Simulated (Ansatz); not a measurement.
**Slab of hcp Co (10-10), 4 layers**

The slab is cut from the hcp crystal, the stable phase, as relaxed on PAW files (10.86 Å³/atom), with 16 Å of vacuum and a dipole correction:

```
CELL_PARAMETERS angstrom
2.49304 0.00000 0.00000
0.00000 4.03693 0.00000
0.00000 0.00000 18.87870
ATOMIC_POSITIONS crystal
Co 0.00000 0.75000 0.42376
Co 0.50000 0.25000 0.46188
Co 0.50000 0.75000 0.53812
Co 0.00000 0.25000 0.57624
```

Level of theory: DFT with PBE, scalar-relativistic, in Ansatz 0.2.0; a Γ-centred 15×9×1 k mesh, Fermi–Dirac smearing of 0.1 eV, spin-polarised from start moments Co1 1.7, Co2 1.7, Co3 1.7, Co4 1.7 μB. LAPW: all electrons, basis error target 1 meV/atom; PAW: frozen-core files, cutoff 420 eV.

The bulk energy comes from a cell in the slab's orientation on a 15×9×9 mesh. The surface energy is (E(slab) − N·E(bulk))/2A at zero smearing, the mean of both faces; thin slabs carry quantum-size effects.

Other magnetic orders may lie lower.

Task: As cut, the LAPW slab lies 2.912 eV above 4 atoms of bulk. What surface energy is that?

Result: Over two faces of 10.06 Å² it is 144.7 meV/Å², and times 16.02 J/m² per eV/Å² that gives γ = 2.318 J/m².

| method | γ as cut (J/m²) | γ relaxed (J/m²) | Φ as cut (eV) | Φ relaxed (eV) |
| --- | --- | --- | --- | --- |
| LAPW | 2.318 | ? | ? | 4.76 |

Task: Give the missing entry: row "LAPW", column "Φ as cut (eV)".

Result: 4.63.

Task: What belongs in the row "LAPW", column "γ relaxed (J/m²)"?

Result: 2.270.

Task: How do the spacings between the planes relax?

Result: From the bottom face up: d12 -21.6 % of 0.720 Å, d23 +4.8 % of 1.439 Å, d34 -21.6 % of 0.720 Å.

Task: How do the moments vary through the slab?

Result: Co1 1.87, Co2 1.77, Co3 1.77, Co4 1.87 μB in the LAPW spheres; the bulk has Co 1.67 μB.

Task: What changes if the vacuum is set to 22 Å?

Result: LAPW then gives: no gap, work function 4.76 eV; PAW: no gap, work function 4.76 eV.

Task: What changes if the images along the normal are cut off in place of the dipole correction?

Result: LAPW then gives: no gap, work function 4.76 eV; PAW: no gap, work function 4.76 eV.
